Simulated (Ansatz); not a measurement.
BN:
```yaml
crystal:
  lattice:
    - [2.54102, 0.00000, 0.00000]
    - [-1.27051, 2.20059, 0.00000]
    - [0.00000, 0.00000, 4.20330]
  atoms:
    - { symbol: B, position: [0.66667, 0.33333, 0.99973] }
    - { symbol: B, position: [0.33333, 0.66667, 0.49973] }
    - { symbol: N, position: [0.66667, 0.33333, 0.62527] }
    - { symbol: N, position: [0.33333, 0.66667, 0.12527] }
```

Tensor components refer to the Cartesian frame of this cell.

Problem. Give the high-frequency dielectric tensor and the Born effective charge tensors of the independent atoms from DFPT, the program Ansatz at the PBEsol level (PAW).

Solution. 
ε∞:
```
4.59  0.00  0.00
0.00  4.59  0.00
0.00  0.00  4.75
```
Z* of atom 1 (B), rows: field, columns: displacement, in e:
```
1.84  0.00  0.00
0.00  1.84  0.00
0.00  0.00  1.94
```
Z* of atom 3 (N), rows: field, columns: displacement, in e:
```
-1.84   0.00   0.00
 0.00  -1.84   0.00
 0.00   0.00  -1.94
```

Space group P6_3mc (wurtzite). The cell was relaxed with PBEsol under the symmetry of its start.

Potentials: the later of the program's two PAW sets.
